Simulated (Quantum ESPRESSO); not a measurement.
# Moving one atom in Al4O4NF

These are calculations, not measurements. They come from pw.x of Quantum ESPRESSO 7.5, a plane-wave density functional program, with PseudoDojo standard norm-conserving files (v0.5 for PBE, v0.4.1 for LDA and PBEsol). The cells are made up: elements, strain and atom displacements were drawn at random, and nothing was relaxed. There is no spin polarisation, spin-orbit coupling or dispersion term.

The cell has 10 sites of a corundum lattice. Sites 1 to 4 hold Al Al Al Al; sites 5 to 10 hold O O N O O F. Cell vectors in Å: (2.482, 1.358, 4.504); (-2.449, 1.363, 4.484); (0.021, -2.815, 4.524). Settings: PBE, cutoff 1143 eV, 5 x 5 x 5 k mesh shifted by half a step, Fermi-Dirac smearing of 0.025 eV.

Each run shifts the O atom on site 8 along x and leaves all else fixed. Site 3 is one of its nearest neighbours. E is the free energy of the cell above the lowest run shown. The last column is band 25 less band 24 at Gamma, from a band step after each run.

```
run,shift (Å),Fx on site 8 (eV/Å),Fx on site 3 (eV/Å),P (GPa),E (meV),level step at Gamma (eV)
1,-0.1048,1.352,-1.396,-0.50,70.9,1.984
2,-0.0922,1.203,-1.408,-0.60,54.8,1.993
4,0.0251,-0.306,-1.450,-1.13,0.0,2.048
5,0.0342,-0.432,-1.447,-1.14,3.4,2.050
6,0.0854,-1.175,-1.413,-1.09,44.3,2.056
7,0.1042,-1.462,-1.392,-1.04,69.1,2.056
3,-0.0470,?,?,?,?,?
```

A rerun of one of these cells at 1437 eV and k mesh 7 x 7 x 7 moved values by no more than 0.003 eV in the cell's energy, 0.02 GPa in stress and 0.002 eV/Å in force.

## Worked fit

A parabola through the six runs shown gives Fx on site 8 = 0.038 - 13.46 u - 8.9 u² eV/Å, with u in Å and a scatter of 0.002 eV/Å. Minus the slope, 13.46 ± 0.07 eV/Å², is this atom's force constant along x at u = 0, with its periodic images moving too. The fitted force vanishes at u = 0.003 Å, where the energy should be lowest along this line. The error is the larger of the fit's own and the change that a cubic makes, rounded up.

## Withheld run

Question: what Fx on site 8 should run 3 give?

The fit gives 0.651 eV/Å. The calculation gave 0.648 eV/Å.

| run | shift (Å) | Fx on site 8 (eV/Å) | Fx on site 3 (eV/Å) | P (GPa) | E (meV) | level step at Gamma (eV) |
| --- | --- | --- | --- | --- | --- | --- |
| 3 | -0.0470 | 0.648 | -1.439 | -0.89 | 12.9 | 2.020 |